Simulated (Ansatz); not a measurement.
MgO:
```
MgO
1.0
    5.59033     0.00000     0.00000
    0.00000     5.59033     0.00000
    0.00000     0.00000     5.59033
Mg O
6 6
Direct
  0.25000   0.00000   0.50000
  0.75000   0.00000   0.50000
  0.50000   0.75000   0.00000
  0.50000   0.25000   0.00000
  0.00000   0.50000   0.75000
  0.00000   0.50000   0.25000
  0.25000   0.50000   0.00000
  0.75000   0.50000   0.00000
  0.00000   0.75000   0.50000
  0.00000   0.25000   0.50000
  0.50000   0.00000   0.75000
  0.50000   0.00000   0.25000
```

Cartesian axes are those of the cell as given.

### Question
Give the high-frequency dielectric tensor and the Born effective charge tensors of the independent atoms from DFPT, PBEsol (plane waves, PAW; program Ansatz).

### Answer

ε∞:
```
2.66  0.00  0.00
0.00  2.66  0.00
0.00  0.00  2.66
```
Z* of atom 1 (Mg), rows: field, columns: displacement, in e:
```
1.96  0.00  0.00
0.00  1.55  0.00
0.00  0.00  1.55
```
Z* of atom 7 (O), rows: field, columns: displacement, in e:
```
-1.91   0.00   0.00
 0.00  -1.57   0.00
 0.00   0.00  -1.57
```

Space group Pm-3n. The first step of the workflow began from a Materials Project structure, measured or hypothetical; the Crystallography Open Database copy checked does not list it. It is not the phase usual at ambient conditions (space group No. 225). The cell was relaxed with PBEsol under the symmetry of its start; its stability against distortions is not shown here.

Potentials: the later of the program's two PAW sets.
